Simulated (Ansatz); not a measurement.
TaS2 (CdI2 type, P-3m1) at seven volumes, the program Ansatz at the LDA level (PAW), shape and atoms relaxed at each. One row is withheld.

| V (Å³/atom) | P (GPa) |
|---|---|
| 16.280 | 6.86 |
| 16.816 | ? |
| 17.353 | 1.63 |
| 17.890 | 0.01 |
| 18.426 | -1.17 |
| 18.963 | -1.88 |
| 19.500 | -2.20 |

Question: Fit the shown pressures and predict the withheld one.

Answer: P = (3/2)B₀(x^(7/2) − x^(5/2))[1 + (3/4)(B′ − 4)(x − 1)] with x = (V₀/V)^(2/3). Least squares on the six rows gives V₀ = 17.885 Å³/atom, B₀ = 44.7 GPa, B′ = 11.35. At V = 16.816, x = 1.0419 and P = 3.84 GPa. The run itself gave 3.93 GPa.

The cell was relaxed with LDA under the symmetry of its start; of distortions, only those at the zone centre were tested. No spin polarisation was allowed. The volume moved by -17 % from the start of the relaxation. A crystal of weakly bound layers computed without a dispersion correction: the cell and the soft elastic constants depend strongly on that. Scalar-relativistic: spin–orbit coupling is off unless named, which matters more the heavier the elements.

Potentials: the later of the program's two PAW sets.
